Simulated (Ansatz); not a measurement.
Tl:
```
CELL_PARAMETERS angstrom
      3.49388     0.00000     0.00000
     -1.74694     3.02579     0.00000
      0.00000     0.00000     5.58949
ATOMIC_POSITIONS crystal
  Tl 0.33333 0.66667 0.75000
  Tl 0.66667 0.33333 0.25000
```

Relaxed with PBE+D3(BJ). Special points in fractions of this cell's reciprocal vectors: Γ (0.000, 0.000, 0.000); M (0.500, 0.000, 0.000); K (0.333, 0.333, 0.000); A (0.000, 0.000, 0.500); L (0.500, 0.000, 0.500); H (0.333, 0.333, 0.500).

Question: List the band energies nearest the Fermi level at these points for DFT-PBE+D3(BJ) in the program Ansatz with PAW potentials.

Answer: In eV from the Fermi level; about four levels below and three above (degenerate sets whole), none deeper than 8.9 eV; points with the same levels are listed once.

```json
[
 {"k": "Γ", "below": "-5.19 -2.77", "above": "7.71 7.71 9.72 9.72"},
 {"k": "M", "below": "-5.81 -4.71 -0.80", "above": "0.45 1.28 3.66"},
 {"k": "K", "below": "-4.67 -4.67 -1.29", "above": "1.64 1.64 2.69"},
 {"k": "A", "below": "-8.50 -8.50", "above": "3.17 3.17 8.66 8.66 8.66 8.66"},
 {"k": "L", "below": "-4.80 -4.80 -2.23 -2.23", "above": "5.38 5.38 5.91 5.91"},
 {"k": "H", "below": "-4.20 -4.20 -0.91 -0.91", "above": "0.18 0.18 7.40 7.40"}
]
```

Space group P6_3/mmc (hcp (Mg type)). The PBE+D3(BJ) relaxation kept the symmetry of its start. The pairwise dispersion correction was not fitted to metals. Spin–orbit coupling is left out wherever it is not named.

Potentials: the earlier of the program's two PAW sets.
